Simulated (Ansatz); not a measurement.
Trial structure of GaAs₄, not yet relaxed:

```cif
data_structure
_symmetry_space_group_name_H-M 'P 1'
_symmetry_Int_Tables_number 1
_cell_length_a 4.6010
_cell_length_b 4.6010
_cell_length_c 5.8628
_cell_angle_alpha 90.000
_cell_angle_beta 90.000
_cell_angle_gamma 90.000
_cell_volume 124.11
loop_
_atom_site_label
_atom_site_type_symbol
_atom_site_fract_x
_atom_site_fract_y
_atom_site_fract_z
_atom_site_occupancy
Ga1 Ga 0.00000 0.00000 0.50000 1
As1 As 0.50000 0.50000 0.22009 1
As2 As 0.50000 0.50000 0.77991 1
As3 As 0.00000 0.00000 0.85092 1
As4 As 0.00000 0.00000 0.14908 1
```

All numbers below come from DFT PBE, scalar-relativistic, plane waves, PAW (Ansatz 0.2.0). Settings: cutoff 420 eV, Γ-centred mesh 4×4×4 on the computed 5-atom cell, Gaussian smearing of 0.10 eV; no spin polarisation.

Formation energies are uncorrected and refer to the elements' standard structures at the same level.

Q: What does a single point on this coarse mesh give?

A: The pressure is 21.4 GPa (the mean over three directions, positive in compression), the largest force is 18.48 eV/Å, and the energy is +2.07 eV/atom against the elements. The shortest distance is 1.75 Å, so close that the PAW spheres overlap strongly and these values are rough.

Q: How much does it gain on relaxing, and where does it end?

A: Relaxing gains about 1.8 eV/atom (the start's value is from the coarse mesh, so the gain is rough) in 23 ionic steps and ends at +0.22 eV/atom on the finer mesh. The symmetry stays P4/mmm (No. 123). The volume per atom shrinks by 4.4 %, from 24.8 to 23.7 Å³. The shortest distance goes from 1.75 Å (As–As) to 2.54 Å (As–As). The ratio c/a of the conventional cell changes by a factor of 1.59. Conventional cell: a = 3.887 Å, c = 7.851 Å. Ga is surrounded by 2 As at 2.57 Å; around As on its first site lie 1 As at 2.54 Å and 4 As at 2.75 Å; around As on its second site lie 1 Ga at 2.57 Å and 5 As at 2.70–2.75 Å.

The last run used a 10×10×6 mesh (in the run's order of axes) for its 5-atom cell and Gaussian smearing of 0.10 eV. An odd number of electrons in the primitive cell allows no gap without spin; a larger cell or a magnetic state could open one. The cell is a metal run without spin; a magnetic state may lie lower. The reference form of As is held partly by dispersion forces, which this level lacks. The relaxation can't lower the symmetry of the start. A structure relaxed within its symmetry needn't be a true minimum.
